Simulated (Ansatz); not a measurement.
A trial cell of HfSeS₄, before relaxation:

```
CELL_PARAMETERS angstrom
4.08987 0.00000 0.00000
0.00000 4.08987 0.00000
0.00000 0.00000 6.88815
ATOMIC_POSITIONS crystal
Hf 0.50000 0.50000 0.50000
Se 0.00000 0.00000 0.00000
S 0.00000 0.00000 0.60384
S 0.50000 0.50000 0.10520
S 0.50000 0.50000 0.89480
S 0.00000 0.00000 0.39616
```

Computed with DFT PBE, scalar-relativistic, plane waves, PAW (Ansatz). Cutoff 420 eV, Gaussian smearing, Γ-centred meshes. Cell and atoms relax first on a coarse mesh and then on a finer one. In between, the cell is made exact in the group found at 0.06 Å. In metals the finer mesh still leaves noise of several meV/atom or more. The steps can't lower the symmetry of their start. No spin polarisation.

A guess keeps its type if space group and coordination stay and the shape of the cell changes little (axis ratios within about 15 %, angles within 6°); the volume may change.

Question: Will the relaxed cell still be of the starting type?

Answer: It doesn't keep its type. The symmetry stays P4/mmm (No. 123). The volume per atom shrinks by 7.0 %, from 19.2 to 17.9 Å³. The shortest distance goes from 1.43 Å (S–S) to 2.71 Å (Hf–S). The ratio c/a of the conventional cell changes by a factor of 1.75. Counting neighbours within 15 % of an atom's shortest distance, the start has Hf 10, S 1, Se 10 and the end Hf 8, S 5/9, Se 8. In detail, at the end Hf is surrounded by 8 S at 2.71 Å, 4 Hf at 3.31 Å and 2 S at 3.45 Å; around Se lie 8 S at 2.75 Å, 4 Se at 3.31 Å and 2 S at 3.52 Å; around S on its first site lie 4 Hf at 2.71 Å, 1 S at 2.72 Å, 4 S at 3.14 Å, 4 S at 3.31 Å and 1 Se at 3.52 Å; 1 more site not described.

```
Hf Se S
1.0
     3.31294    0.00000    0.00000
     0.00000    3.31294    0.00000
     0.00000    0.00000    9.76718
Hf Se S
1 1 4
Direct
  0.50000 0.50000 0.50000
  0.00000 0.00000 0.00000
  0.00000 0.00000 0.63942
  0.50000 0.50000 0.14656
  0.50000 0.50000 0.85344
  0.00000 0.00000 0.36058
```

The last run used a 12×12×4 mesh (in the run's order of axes) for its 6-atom cell and Gaussian smearing of 0.10 eV. These runs have no spin–orbit coupling, which can matter for Hf. Symmetry constrained the relaxation, so the result can be a saddle point.

In counts of neighbours, a slash parts the counts of unlike sites.
